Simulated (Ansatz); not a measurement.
### Question
GaSb (rock salt, Fm-3m) is relaxed with DFT-r²SCAN in the program Ansatz with PAW potentials. What lattice parameters of the conventional cell result?

### Answer
a = 5.739 Å.

### Question
Is it a metal or does it have a gap at this level?

### Answer
No gap at this level.

The start of the workflow was typed in or built on a structure type; neither database checked (COD, Materials Project) lists it. It is not the phase usual at ambient conditions (space group No. 216). The cell was relaxed with r²SCAN under the symmetry of its start; whether a distortion lowers the energy is not shown. Spin–orbit coupling is left out wherever it is not named.

Potentials: the later of the program's two PAW sets.
